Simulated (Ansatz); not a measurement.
As:
Space group R-3m, hexagonal axes (No. 166); a = b = 3.8120 Å, c = 10.7872 Å, α = β = 90.00°, γ = 120.00°

| atom | site | symmetry | x | y | z |
|---|---|---|---|---|---|
| As | 6c | 3m | 0.0000 | 0.0000 | 0.2264 |
(The calculation used a cell of 2 atoms; values per cell refer to that cell.)

Relaxed at zero pressure with DFT-PBE in the program Ansatz with PAW potentials.

### Question
The volume is raised by 9 % and shape and atoms relax at that volume. What pressure results, and how do the axes share the change?

### Answer
-0.5 GPa; a -1.8 %, b -1.8 %, c 13.1 %; the energy rises by 6 meV/atom.

### Question
Give the new structure.

### Answer

Space group R-3m, hexagonal axes (No. 166); a = b = 3.742 Å, c = 12.199 Å, α = β = 90.00°, γ = 120.00°

```
atom  site  symmetry       x       y       z
----  ----  --------  ------  ------  ------
As      6c        3m  0.0000  0.0000  0.2210
```

The phase is kept; no other phase was compared at this pressure.

The cell was relaxed with PBE under the symmetry of its start.

Potentials: the later of the program's two PAW sets.
